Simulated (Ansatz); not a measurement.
SbTeOs:
Space group P2₁/c (No. 14); a = 6.623 Å, b = 6.528 Å, c = 6.697 Å, α = γ = 90.00°, β = 114.00°

```tsv
atom	site	symmetry	x	y	z
Sb	4e	1	0.8602	0.1406	0.1141
Te	4e	1	0.3465	0.3651	0.1843
Os	4e	1	0.7230	0.4989	0.2033
```

Relaxed with PBEsol. Plane-wave PAW PBEsol (Ansatz code) gives a gap of 0.92 eV.

Question: What gap does HSE06 give on the same cell (Ansatz, PAW)?

Answer: 1.49 eV, 0.58 eV more. The hybrid was solved on a coarser mesh and at special points; its gap is the smallest among all of these.

Cost on shared cores: the PBEsol run (SCF on a 5×5×5 mesh, then bands and DOS) very roughly 17 core-minutes, the HSE06 run (SCF on 3×3×3, then a few points) very roughly 11 core-minutes; the tasks are unlike.

Space group P2_1/c. The first step of the workflow began from a Materials Project structure, measured or hypothetical; the Crystallography Open Database copy checked does not list it. Its standing as an ambient phase is unchecked. The PBEsol relaxation kept the symmetry of its start; whether a distortion lowers the energy is not shown. The run is not spin-polarised. Scalar-relativistic: spin–orbit coupling is off unless named, which matters more the heavier the elements.

Potentials: the later of the program's two PAW sets.
